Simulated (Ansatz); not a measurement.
Cu3Pt (Cu3Au type)

```
Cu3Pt
1.0
    3.68445     0.00000     0.00000
    0.00000     3.68445     0.00000
    0.00000     0.00000     3.68445
Cu Pt
3 1
Direct
  0.00000   0.50000   0.50000
  0.50000   0.00000   0.50000
  0.50000   0.50000   0.00000
  0.00000   0.00000   0.00000
```

E(V) scan at fixed shape, V₀ the volume above. Symmetry pins the atoms to their sites.

Computed with r2SCAN (plane waves to 500 eV, PAW, scalar-relativistic; Ansatz, a quantum-chemistry and plane-wave program). k mesh 13×13×13 (Γ-centred), Fermi-Dirac smearing 0.05 eV. The energy includes the smearing's −TS. Cu3Pt is run without spin polarisation. Cu3Pt was relaxed with its symmetry unable to fall. Spin-orbit coupling is left out, though Pt is heavy. The zero of ΔE is the relaxed starting cell.

| V/V₀ | ΔE (meV/atom) |
|---|---|
| 0.900 | 92 |
| 0.925 | (withheld) |
| 0.950 | (withheld) |
| 0.975 | 5 |
| 1.000 | 0 |
| 1.025 | 4 |
| 1.050 | 17 |
| 1.075 | 36 |
| 1.100 | (withheld) |

**Question.** Fill in the missing entries.

**Answer.** 
- 0.925, ΔE (meV/atom): 49
- 0.950, ΔE (meV/atom): 21
- 1.100, ΔE (meV/atom): 61

(A scan under strain: stresses follow from slopes of the energy per volume, elastic moduli from its curvatures.)
